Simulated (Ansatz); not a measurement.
## Band table of Cs (sc type)

```
CELL_PARAMETERS angstrom
3.96173 0.00000 0.00000
0.00000 3.96173 0.00000
0.00000 0.00000 3.96173
ATOMIC_POSITIONS crystal
Cs 0.00000 0.00000 0.00000
```

The cell comes from a relaxation on PAW files under the same functional, begun from a prototype that needn't be the stable phase.

Computed with Ansatz 0.2.0; functional LDA, scalar-relativistic. Settings: a Γ-centred 8×8×8 k mesh, Fermi–Dirac smearing of 0.1 eV, no spin polarisation. Methods: LAPW: all electrons, basis error target 1 meV/atom.

This run: volume at 0.6 of the series' base cell.

Spin–orbit coupling is left out, which matters for the heavy atoms.

Path points, in fractions of the reciprocal vectors: Γ (0.000, 0.000, 0.000), X (0.000, 0.500, 0.000), M (0.500, 0.500, 0.000), R (0.500, 0.500, 0.500). The distance column jumps between branches of the path. Levels in eV from the Fermi level; bands 9 to 15, counted from the lowest band of the run. The gap is zero, the pressure 1.23 GPa.

```
# k(1/Å) point b9 b10 b11 b12 b13 b14 b15
0.000 Γ -23.97 -10.16 -10.16 -10.16 -2.01 0.97 0.97
0.099 - -23.96 -10.22 -10.16 -10.16 -1.94 0.99 1.04
0.198 - -23.95 -10.36 -10.15 -10.15 -1.75 1.05 1.26
0.297 - -23.93 -10.57 -10.13 -10.13 -1.46 1.15 1.56
0.396 - -23.91 -10.80 -10.10 -10.10 -1.12 1.28 1.85
0.496 - -23.89 -11.02 -10.08 -10.08 -0.76 1.43 1.96
0.595 - -23.87 -11.19 -10.06 -10.06 -0.39 1.56 1.82
0.694 - -23.86 -11.30 -10.05 -10.05 -0.07 1.58 1.66
0.793 X -23.86 -11.34 -10.04 -10.04 0.08 1.45 1.70
0.892 - -23.85 -11.33 -10.09 -10.04 0.16 1.34 1.76
0.991 - -23.84 -11.31 -10.23 -10.03 0.39 1.05 1.98
1.090 - -23.83 -11.28 -10.42 -10.01 0.67 0.69 2.36
1.189 - -23.81 -11.24 -10.63 -9.99 0.27 1.00 2.89
1.289 - -23.79 -11.20 -10.83 -9.97 -0.09 1.28 3.47
1.388 - -23.77 -11.17 -11.00 -9.95 -0.37 1.52 3.89
1.487 - -23.76 -11.15 -11.10 -9.94 -0.54 1.69 4.07
1.586 M -23.75 -11.14 -11.14 -9.93 -0.60 1.75 4.10
1.726 - -23.76 -11.11 -11.11 -9.94 -0.48 1.63 4.03
1.866 - -23.78 -11.04 -11.01 -9.97 -0.19 1.33 3.78
2.007 - -23.82 -10.92 -10.87 -10.00 -0.01 1.18 3.29
2.147 - -23.86 -10.75 -10.69 -10.05 -0.37 1.45 2.64
2.287 - -23.90 -10.55 -10.50 -10.09 -0.94 1.47 1.99
2.427 - -23.94 -10.36 -10.33 -10.13 -1.49 1.23 1.45
2.567 - -23.96 -10.22 -10.21 -10.15 -1.87 1.04 1.09
2.707 Γ -23.97 -10.16 -10.16 -10.16 -2.01 0.97 0.97
2.879 - -23.95 -10.22 -10.20 -10.20 -1.80 1.11 1.11
3.051 - -23.92 -10.36 -10.31 -10.31 -1.23 1.52 1.52
3.222 - -23.87 -10.53 -10.46 -10.46 -0.46 2.10 2.10
3.394 - -23.81 -10.69 -10.61 -10.61 0.14 2.28 2.28
3.566 - -23.75 -10.82 -10.76 -10.76 0.33 1.69 1.69
3.738 - -23.70 -10.90 -10.87 -10.87 0.38 1.09 1.09
3.909 - -23.66 -10.95 -10.94 -10.94 0.49 0.71 0.71
4.081 R -23.65 -10.96 -10.96 -10.96 0.58 0.58 0.58
4.221 - -23.66 -10.98 -10.94 -10.93 0.50 0.64 0.71
4.361 - -23.68 -11.02 -10.86 -10.84 0.35 0.84 1.08
4.501 - -23.72 -11.08 -10.74 -10.71 0.27 1.16 1.60
4.642 - -23.76 -11.15 -10.58 -10.54 0.34 1.61 1.89
4.782 - -23.80 -11.22 -10.40 -10.36 0.55 1.41 2.16
4.922 - -23.83 -11.29 -10.22 -10.20 0.74 0.88 2.22
5.062 - -23.85 -11.33 -10.09 -10.08 0.25 1.26 1.83
5.202 X -23.86 -11.34 -10.04 -10.04 0.08 1.45 1.70
6.324 R -23.65 -10.96 -10.96 -10.96 0.58 0.58 0.58
6.423 - -23.66 -10.97 -10.97 -10.93 0.50 0.64 0.64
6.522 - -23.67 -10.99 -10.99 -10.83 0.31 0.84 0.84
6.621 - -23.68 -11.02 -11.02 -10.67 0.08 1.16 1.16
6.720 - -23.70 -11.05 -11.05 -10.48 -0.15 1.60 1.60
6.819 - -23.72 -11.09 -11.09 -10.28 -0.34 2.14 2.14
6.919 - -23.74 -11.11 -11.11 -10.10 -0.48 2.30 2.78
7.018 - -23.75 -11.13 -11.13 -9.98 -0.57 1.89 3.48
7.117 M -23.75 -11.14 -11.14 -9.93 -0.60 1.75 4.10
```
